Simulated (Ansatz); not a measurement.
SrAl₂H₂: reading a single point

```
H Al Sr
1.0
     2.27708    3.94401    0.00000
    -2.27708    3.94401    0.00000
     0.00000    0.00000    4.75151
H Al Sr
2 2 1
Direct
  0.33330 0.33340 0.09760
  0.66670 0.66660 0.90240
  0.33330 0.33340 0.45890
  0.66670 0.66660 0.54110
  0.00000 0.00000 0.00000
```

The numbers come from plane-wave PAW DFT (Ansatz): r2SCAN, no spin polarisation, 500 eV, 7×7×6 Γ-centred k points, tetrahedron occupations. Nothing was relaxed.

Q: Is the cell too large or too small?

A: The pressure is -0.9 GPa (compression positive), so with the atoms held at these fractions the cell would first shrink.

Q: Where is the largest force?

A: The largest is on H1 (and as large on other atoms): 0.14 eV/Å, components (0.00, 0.00, 0.14). It makes 0° with the line to a nearest neighbour, Al3 at 1.72 Å, pointing towards it.

Q: Which element gives electrons and which takes them?

A: Bader charges in e: Sr +1.47, Al +0.09, H -0.83. In the mean Sr gives up most and H takes most.

Q: Metal or insulator?

A: It is a metal, with about 0.094 states/eV a cell as the mean within 0.25 eV of the Fermi level, mostly Al p (73 %).

Origin: a database entry at a rescaled volume. Caveats: empty levels are not fully converged; forces and stress under tetrahedra may miss the slope of the energy.
